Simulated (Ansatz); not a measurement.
Sb (A7 (α-As type), R-3m) at seven volumes, DFT-PBE+D3(BJ) in the program Ansatz with PAW potentials, shape and atoms relaxed at each. One row is withheld.

```tsv
V (Å³/atom)	P (GPa)
27.106	?
27.999	3.14
28.893	1.45
29.787	0.00
30.680	-1.20
31.574	-2.12
32.467	-2.84
```

Fit the shown pressures and predict the withheld one.

P = (3/2)B₀(x^(7/2) − x^(5/2))[1 + (3/4)(B′ − 4)(x − 1)] with x = (V₀/V)^(2/3). Least squares on the six rows gives V₀ = 29.779 Å³/atom, B₀ = 42.8 GPa, B′ = 5.90. At V = 27.106, x = 1.0647 and P = 5.31 GPa. The run itself gave 5.24 GPa.

Symmetry was held in the PBE+D3(BJ) relaxation. Spin–orbit coupling is left out wherever it is not named.

Potentials: the later of the program's two PAW sets.
